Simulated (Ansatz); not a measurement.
BaTiO3 in space group Amm2 (No. 38; Ba on 2a, Ti on 2b, O on 4e, O on 2a) under volume change, the program Ansatz at the r²SCAN level (PAW), shape and atoms relaxed at each volume.

```csv
V (Å³/atom),E − E(relaxed) (meV/atom),P (GPa)
11.850,48.5,15.44
12.241,19.6,8.77
12.632,4.5,3.83
13.022,0.0,0.00
13.413,3.7,-2.89
13.804,13.5,-5.03
14.194,27.7,-6.55
```

Problem. What does a third-order Birch–Murnaghan fit give for V₀, B₀ and B′?

Solution. V₀ = 13.02 Å³/atom, B₀ = 111 GPa, B′ = 8.6.

This is a known low-temperature phase of the composition, computed here at zero pressure and temperature. The cell was relaxed with r²SCAN under the symmetry of its start; its stability against distortions is not shown here. No spin polarisation was allowed. Scalar-relativistic: spin–orbit coupling is off unless named, which matters more the heavier the elements.

Potentials: the later of the program's two PAW sets.
